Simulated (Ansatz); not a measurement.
An Ansatz (an electronic-structure program) run. Input:

Ansatz 0.2 input:
```yaml
crystal:
  lattice:
    - [1.5724868566, 0.9078757099, 5.7816082388]
    - [-1.5724868566, 0.9078757099, 5.7816082388]
    - [0.0, -1.8157514199, 5.7816082388]
  atoms:
    - { symbol: Nb, position: [0.5, 0.5, 0.5] }
    - { symbol: Cu, position: [0.0, 0.0, 0.0] }
    - { symbol: N, position: [0.1057382392, 0.1057382392, 0.1057382392] }
    - { symbol: N, position: [0.8942617608, 0.8942617608, 0.8942617608] }
kpoints:
  mp_grid: { grid: [9, 9, 9] }
hamiltonian:
  xc: r2scan
  pseudopotentials: { azcp: { folder: ./paw }, kind: paw }
scf:
  occupations: { method: fixed }
output:
  optics: { e_range: [0.0, 15.0], de: 0.05, sigma: 0.1, bands: { spectra_wanted_up_to: 12 eV } }
```

Output (shortened):

```
basis.fft_grid_basis auto: the FFT boxes are laid along the combinations [[1, 0, -1], [0, 1, -1], [0, 0, 1]] of the cell's own vectors, 3.145, 3.145 and 6.060 …
output.optics: the spectra are integrated over the Brillouin zone by k·p interpolation around the k-points, where levels, occupations, output.optics.sigma and …
Pseudopotential: Nb, paw, valence charge 13
Pseudopotential: Cu, paw, valence charge 19
Pseudopotential: N, paw, valence charge 5
Functional definition: r2SCAN
Crystal: 4 atoms, lattice volume = 49.524 Å³
Basis set: ecut = 500 eV, 1245 PW (Γ), FFT grids on a1−a3, a2−a3, a3, exchange–correlation on 96×96×180 points (64 copies of the dense FFT grid, shifted against one another)
Bands: 26, of which v1, the nominal top of the filled ones, is band 21 counted from 1 (20 counted from 0)
Symmetry: 12 space group operations
Space group: R-3m (ITA 166), of the structure as read, at distance tolerance 3.7e-5 Å
k-points: 85 of 729
SCF iter   1: F=—  HF=-11969.270739 eV  |F-HF|=—  |Δ(HF+E_count)|=         —  Δρ=1.46e-1  dr2=1.18e1  dr2_τ=1.14e0  ethr=3.10e-3  ⟨swp⟩=4.0  Hψ=7735  notcnv=0  defer=145
preconditioner: auto → none
SCF iter   2: F=—  HF=-11968.908061 eV  |F-HF|=—  |Δ(HF+E_count)|=   3.63e-1  Δρ=1.50e-1  dr2=1.03e1  dr2_τ=1.87e0  ethr=3.10e-3  ⟨swp⟩=3.5  Hψ=5315  notcnv=0  defer=213
SCF iter   3: F=—  HF=-11966.854227 eV  |F-HF|=—  |Δ(HF+E_count)|=    2.05e0  Δρ=3.37e-2  dr2=3.83e-1  dr2_τ=1.22e-2  ethr=3.10e-3  ⟨swp⟩=2.9  Hψ=5065  notcnv=0  defer=178
SCF iter   4: F=—  HF=-11966.875125 eV  |F-HF|=—  |Δ(HF+E_count)|=   2.09e-2  Δρ=1.60e-2  dr2=1.68e-1  dr2_τ=1.43e-2  ethr=9.11e-4  ⟨swp⟩=2.8  Hψ=4318  notcnv=0  defer=194
SCF iter   5: F=—  HF=-11966.893637 eV  |F-HF|=—  |Δ(HF+E_count)|=   1.85e-2  Δρ=2.22e-2  dr2=2.06e-1  dr2_τ=2.34e-3  ethr=4.01e-4  ⟨swp⟩=2.0  Hψ=3230  notcnv=0  defer=242
SCF iter   6: F=—  HF=-11966.862217 eV  |F-HF|=—  |Δ(HF+E_count)|=   3.14e-2  Δρ=3.97e-3  dr2=1.02e-2  dr2_τ=7.28e-4  ethr=4.01e-4  ⟨swp⟩=2.0  Hψ=3476  notcnv=0  defer=253
SCF iter   7: F=—  HF=-11966.860437 eV  |F-HF|=—  |Δ(HF+E_count)|=   1.78e-3  Δρ=2.25e-3  dr2=3.63e-3  dr2_τ=2.54e-4  ethr=2.42e-5  ⟨swp⟩=2.2  Hψ=3690  notcnv=0  defer=253
SCF iter   8: F=—  HF=-11966.860015 eV  |F-HF|=—  |Δ(HF+E_count)|=   4.23e-4  Δρ=1.00e-3  dr2=7.23e-4  dr2_τ=3.97e-6  ethr=8.64e-6  ⟨swp⟩=2.0  Hψ=3105  notcnv=0  defer=254
SCF iter  14: F=-11966.859904 eV  HF=-11966.859904 eV  |F-HF|=3.64e-12  |Δ(HF+E_count)|=  3.64e-12  Δρ=1.32e-7  dr2=5.76e-12  dr2_τ=2.29e-13  ethr=1.00e-12  ⟨swp⟩=8.9  Hψ=6713  notcnv=0
SCF 1 converged in 14 iterations: F = -11966.859904 eV  dr2 = 5.76e-12
NSCF: frozen V_eff on 85 k-points
Optics k sum: 0 of 85 k-points
Optics k sum: 5 of 85 k-points
Optics k sum: 9 of 85 k-points
Optics k sum: 13 of 85 k-points
Optics k sum: 17 of 85 k-points
Optics k sum: 22 of 85 k-points
Optics k sum: 26 of 85 k-points
Optics k sum: 30 of 85 k-points
Optics k sum: 34 of 85 k-points
Optics k sum: 39 of 85 k-points
Optics k sum: 43 of 85 k-points
Optics k sum: 47 of 85 k-points
Optics k sum: 51 of 85 k-points
Optics k sum: 56 of 85 k-points
Optics k sum: 60 of 85 k-points
Optics k sum: 64 of 85 k-points
Optics k sum: 68 of 85 k-points
Optics k sum: 73 of 85 k-points
Optics k sum: 77 of 85 k-points
Optics k sum: 81 of 85 k-points
Optics k sum: 85 of 85 k-points
Optics k sum: 0 of 85 k-points
Optics k sum: 5 of 85 k-points
Optics k sum: 9 of 85 k-points
Optics k sum: 13 of 85 k-points
Optics k sum: 17 of 85 k-points
Optics k sum: 22 of 85 k-points
Optics k sum: 26 of 85 k-points
Optics k sum: 30 of 85 k-points
Optics k sum: 34 of 85 k-points
Optics k sum: 39 of 85 k-points
Optics k sum: 43 of 85 k-points
Optics k sum: 47 of 85 k-points
Optics k sum: 51 of 85 k-points
Optics k sum: 56 of 85 k-points
Optics k sum: 60 of 85 k-points
Optics k sum: 64 of 85 k-points
Optics k sum: 68 of 85 k-points
Optics k sum: 73 of 85 k-points
Optics k sum: 77 of 85 k-points
Optics k sum: 81 of 85 k-points
Optics k sum: 85 of 85 k-points
NSCF: frozen V_eff on 1 k-points
NSCF: frozen V_eff on 1 k-points
NSCF: frozen V_eff on 1 k-points
NSCF: frozen V_eff on 1 k-points
NSCF: frozen V_eff on 1 k-points
NSCF: frozen V_eff on 1 k-points
output.optics: what the bands over the 38 summed would add to eps1, eps2 and the energy-loss function is held between a lower and an upper bound (10 Lanczos …
SCF converged after 14 iterations
Free energy (F): -11966.859904 eV
Harris-Foulkes:  -11966.859904 eV  (|F-HF|=3.64e-12)
Internal energy: -11966.859904 eV  (E = F + TS)
E sigma→0 (E₀):  -11966.859904 eV
Fermi energy:    12.371717 eV
--- Per-component energies (eV) ---
  E_band       = -586.382777
  E_kinetic    = 888.896468
  E_local      = -6617.547995  (includes V_loc(G=0)·N_el)
  E_nonlocal   = 1060.484439
  E_hartree    = 2739.983069
  E_xc         = -339.138791
  E_vxc        = -477.997646  (∫ρ·V_xc dr)
  E_paw        = -5190.793693  (= ΣΔE_a)
  E_vpaw       = -949.035086  (= ΣTr[D̂ρ^β])
  E_aug_tail   = 0.000465  (compensation charges beyond the density's cutoff)
  E_vtau       = 28.850636  (kinetic-family band-sum trace: ∫τ·v_τ [+ j·A + Jᵃ·Aᵃ] dr)
  E_ewald      = -4508.191199
  E_core_change = -0.552667  (= ΣΔE_core)
  E_smearing   =  0.000000  (= −TS)
  E_closure    = 0.000000  (closes the sum)
  Σ components = -11966.859904   (vs F -11966.859904, Δ=0.00e0)
  [band-id]    e_kinetic+e_local+e_nonlocal+2·e_hartree+e_vxc+e_vpaw+e_augmentation_tail+e_vtau = -586.382582   (vs E_band -586.382777, Δ=1.95e-4)
--- Band table (eV; the first three rows and the last of 85) ---
  k-point 0: bands = ["-103.3531", "-59.3952", "-59.0859", "-59.0859", "-45.4916", "-20.8828", "-20.4902", "-20.4902", "-4.1941", "-1.9087", "4.8301", "6.7679", "6.7679", "8.9639", "9.8438", "10.3458", "10.3458", "10.4955", "10.4955", "11.2953", "11.2953", …
  k-point 1: bands = ["-103.3531", "-59.3952", "-59.0866", "-59.0861", "-45.4818", "-20.8639", "-20.5860", "-20.5095", "-3.9876", "-2.0458", "5.0600", "6.6274", "6.9246", "8.9652", "9.9455", "10.2749", "10.3406", "10.4356", "10.6794", "10.6876", "10.9633", …
  k-point 2: bands = ["-103.3530", "-59.3950", "-59.0881", "-59.0865", "-45.4569", "-20.8335", "-20.8036", "-20.5582", "-3.4736", "-2.3607", "5.6717", "6.5080", "7.2931", "8.4268", "9.6243", "9.8140", "10.0484", "10.4742", "10.5442", "10.9583", "11.2776", …
  k-point 84: bands = ["-103.3531", "-59.3952", "-59.0866", "-59.0861", "-45.4818", "-20.8647", "-20.5859", "-20.5095", "-3.7465", "-2.4436", "6.3398", "6.3690", "7.0864", "8.5683", "9.1362", "9.2846", "9.4135", "10.3304", "10.4086", "11.6961", "11.9143", …
```

Cost: very roughly 5 core-minutes on shared cores.

The start of the workflow was typed in or built on a structure type; neither database checked (COD, Materials Project) lists it. Its standing as an ambient phase is unchecked. The r²SCAN relaxation kept the symmetry of its start; its stability against distortions is not shown here. The run is not spin-polarised. Scalar-relativistic: spin–orbit coupling is off unless named, which matters more the heavier the elements.

Potentials: the earlier of the program's two PAW sets.

Ansatz is a plane-wave DFT program.
